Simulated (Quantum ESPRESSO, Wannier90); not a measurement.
# MgTe (wurtzite), plane waves to Wannier functions

```yaml
crystal:
  lattice:
    - [4.59020, 0.00000, 0.00000]
    - [-2.29510, 3.97523, 0.00000]
    - [0.00000, 0.00000, 7.43781]
  atoms:
    - { symbol: Mg, position: [0.33333, 0.66667, 0.99599] }
    - { symbol: Mg, position: [0.66667, 0.33333, 0.49599] }
    - { symbol: Te, position: [0.33333, 0.66667, 0.37401] }
    - { symbol: Te, position: [0.66667, 0.33333, 0.87401] }
```

Cell from Materials Project (mp-1039), symmetrised, no further relaxation. COD (Crystallography Open Database) has an entry of this formula and space group (matched by these alone). Method: PBEsol plane waves in Quantum ESPRESSO 7.5 (PseudoDojo norm-conserving files, 68 Ry, no spin polarisation, no spin-orbit coupling), Bloch states on a 6×6×4 mesh through Γ, Wannier90 4.0.1. Density: 12×12×4 mesh, cold smearing 0.01 Ry. Spin-orbit coupling is left out although heavy elements are present.

Base run: 16 functions from bands 19-44 of the 44 computed, start hydrogen-like Mg: s;p; Te: s;p, centres 0.05 Å off the atoms, frozen window up to 3.79 eV relative to the valence-band maximum, outer window open. One thing is changed at a time; window edges are relative to the valence-band maximum. The misfit compares interpolated bands with pw.x on a high-symmetry path, for states up to 3.3 eV relative to the valence-band maximum. Converged means that the tolerances were met: symmetric starts can stop on a saddle, which shows as a larger Ω_OD at equal Ω_I and can move the misfit too.

```
setting                   functions  frozen to (eV)  Ω_I (Å²)  Ω_D (Å²)  Ω_OD (Å²)  rms misfit (meV)  worst (meV)                               ended
------------------------  ---------  --------------  --------  --------  ---------  ----------------  -----------  ----------------------------------
base                             16            3.79     33.31      0.06       4.19               4.6           60                           converged
frozen window to 1.79 eV         16            1.79     31.03      0.03       3.86                83          659                           converged
frozen window to 3.29 eV         16            3.29     31.78      0.04       4.02                12          190                           converged
frozen window to 7.79 eV         16            7.79         –         –          –                 –            –       stops: too many frozen states
frozen window to 7.87 eV         16            7.87         –         –          –                 –            –       stops: too many frozen states
no frozen window                 16            none     30.00      0.02       3.45               137          686                           converged
outer window to 7.50 eV          16            3.79         –         –          –                 –            –  stops: too few bands in the window
```

Runs of this sweep that didn't settle are not listed.
